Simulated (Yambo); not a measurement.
A BSE run in Yambo for a free-standing HfS$_{2}$ monolayer (symmetry P-3m1, slab cell 15.9 Å high) (LDA bands; 15×15×1 mesh, 6 valence and 6 conduction bands, static screening with 46 bands and a 3 Ry block, scissor 1.90 eV, Tamm-Dancoff, stochastic integration of W near q = 0; field along x) gives:

| state | energy (eV) | states within 2 meV | relative strength | class |
|---|---|---|---|---|
| 1 | 3.11 | 1 | < 0.01 | dark |
| 2 | 3.15 | 2 | 0.63 | strong |
| 3 | 3.17 | 1 | < 0.01 | dark |
| 4 | 3.18 | 2 | 0.09 | strong |
| 5 | 3.24 | 2 | < 0.01 | dark |

### Question
What changes when the screening block is changed to 5 Ry?

### Answer
The lowest state goes from 3.105 eV to 3.111 eV, and its distance below the direct gap from 0.692 eV to 0.686 eV. These are vertical excitations (zero momentum); the indirect quasiparticle gap, about 2.69 eV, is smaller than the direct one (3.80 eV on the GW mesh). The scissor comes from a G0W0 run whose convergence isn't established.

Spin-orbit coupling is not included.

Geometry relaxed with LDA; primitive cell a = 3.562 Å, b = 3.562 Å, c = 15.900 Å, α = 90.00°, β = 90.00°, γ = 120.00°.
